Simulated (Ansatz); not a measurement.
Ansatz (an electronic-structure program) input:

Ansatz 0.2 input:
```yaml
crystal:
  lattice:
    - [1.6801292406, -5.5245945683, 0.0]
    - [1.6801292406, 5.5245945683, 0.0]
    - [0.0, 0.0, 4.3435358708]
  atoms:
    - { symbol: Sc, position: [0.8394665394, 0.1605334606, 0.75] }
    - { symbol: Sc, position: [0.1605334606, 0.8394665394, 0.25] }
    - { symbol: Al, position: [0.5697200612, 0.4302799388, 0.75] }
    - { symbol: Al, position: [0.4302799388, 0.5697200612, 0.25] }
kpoints:
  mp_grid: { grid: [13, 13, 10] }
hamiltonian:
  xc: r2scan
  pseudopotentials: { kind: paw }
scf:
  occupations: { method: gaussian, width: 0.1 }
checkpoint: { read: metal.run }
output: { write_density: true, elf: true, volumetric_format: npy }
basis: { fft_grid_basis: typed }
```

Output (shortened):

```
Pseudopotential: Sc, paw, valence charge 11
Pseudopotential: Al, paw, valence charge 3
Functional definition: r2SCAN
Crystal: 4 atoms, lattice volume = 80.634 Å³
Basis set: ecut = 500 eV, 2033 PW (Γ), exchange–correlation on 180×180×128 points (64 copies of the dense FFT grid, shifted against one another)
Bands: 22, of which v1, the nominal top of the filled ones, is band 14 counted from 1 (13 counted from 0)
Symmetry: 8 space group operations
Space group: Cmcm (ITA 63), of the structure as read, at distance tolerance 4.3e-5 Å
k-points: 294 of 1690
Stability of the state it starts from, as read at its close in the unpolarized treatment …
iter 1 solved again at ethr=3.04e-8 eV; its pass at ethr=3.10e-3 eV (dr2=8.51e-6 eV) is discarded
SCF iter   1: F=—  HF=-5363.779185 eV  |F-HF|=—  |Δ(HF+E_count)|=         —  Δρ=2.34e-7  dr2=2.82e-11  dr2_τ=2.62e-12  ethr=3.04e-8  ⟨swp⟩=2.7  Hψ=44729  notcnv=0
preconditioner: auto → Kerker (q_TF=auto, 2.287 Å⁻¹)
SCF iter   2: F=-5363.779185 eV  HF=-5363.779185 eV  |F-HF|=0.00e0  |Δ(HF+E_count)|=   4.53e-9  Δρ=1.24e-7  dr2=1.33e-11  dr2_τ=1.07e-12  ethr=1.00e-12  ⟨swp⟩=5.2  Hψ=23249  notcnv=0
SCF 1 converged in 2 iterations: F = -5363.779185 eV  dr2 = 1.33e-11
SCF converged after 2 iterations
Free energy (F): -5363.779185 eV
Harris-Foulkes:  -5363.779185 eV  (|F-HF|=0.00e0)
Internal energy: -5363.755030 eV  (E = F + TS)
E sigma→0 (E₀):  -5363.767107 eV
Entropy (-TS):   -0.024155 eV (-6.039 meV/atom)
Fermi energy:    8.713882 eV
--- Per-component energies (eV) ---
  E_band       = -346.900107
  E_kinetic    = 567.338947
  E_local      = -1889.540229  (includes V_loc(G=0)·N_el)
  E_nonlocal   = 182.811018
  E_hartree    = 683.433620
  E_xc         = -274.025256
  E_vxc        = -345.352508  (∫ρ·V_xc dr)
  E_paw        = -2874.485569  (= ΣΔE_a)
  E_vpaw       = -249.851753  (= ΣTr[D̂ρ^β])
  E_aug_tail   = 0.000008  (compensation charges beyond the density's cutoff)
  E_vtau       = 20.827120  (kinetic-family band-sum trace: ∫τ·v_τ [+ j·A + Jᵃ·Aᵃ] dr)
  E_ewald      = -1758.690370
  E_core_change = -0.597200  (= ΣΔE_core)
  E_smearing   = -0.024155  (= −TS)
  E_closure    = 0.000000  (closes the sum)
  Σ components = -5363.779185   (vs F -5363.779185, Δ=0.00e0)
  [band-id]    e_kinetic+e_local+e_nonlocal+2·e_hartree+e_vxc+e_vpaw+e_augmentation_tail+e_vtau = -346.900155   (vs E_band -346.900107, Δ=-4.85e-5)
--- Band table (eV; the first three rows and the last of 294) ---
  k-point 0: bands = ["-42.8082", "-42.7811", "-20.5268", "-20.5167", "-20.4197", "-20.4151", "-20.3362", "-20.2866", "-0.0338", "4.3774", "6.0467", "7.1938", "7.6290", "9.4458", "9.8405", "10.5570", "10.6188", "11.0782", "11.0937", "11.3208", "11.7785", "11.8134"]
  k-point 1: bands = ["-42.8075", "-42.7817", "-20.5287", "-20.5175", "-20.4187", "-20.4160", "-20.3349", "-20.2877", "0.0527", "4.3641", "6.1117", "6.5589", "8.1131", "9.2387", "9.8404", "10.5034", "10.6620", "11.1808", "11.1821", "11.2413", "11.7672", "11.8476"]
  k-point 2: bands = ["-42.8055", "-42.7835", "-20.5330", "-20.5202", "-20.4177", "-20.4166", "-20.3312", "-20.2911", "0.3096", "4.1793", "5.9686", "6.3022", "8.3768", "8.7557", "9.9235", "10.3303", "10.8415", "10.9028", "11.3706", "11.5049", "11.6428", "11.9512"]
  k-point 293: bands = ["-42.7942", "-42.7942", "-20.5480", "-20.5480", "-20.4048", "-20.4048", "-20.3107", "-20.3107", "2.4128", "2.4128", "5.0307", "5.0307", "9.1444", "9.1444", "10.4824", "10.4824", "10.6150", "10.6150", "11.1084", "11.1084", "11.4744", "11.4744"]
```

Cost: roughly 40 core-seconds on shared cores.

The workflow started from a Materials Project entry (that database holds measured and hypothetical structures alike); the Crystallography Open Database copy checked does not list it. Whether it is the stable phase at ambient conditions was not checked. The r²SCAN relaxation kept the symmetry of its start; whether a distortion lowers the energy is not shown. No spin polarisation was allowed.

Potentials: the later of the program's two PAW sets.

Ansatz is a plane-wave DFT program.
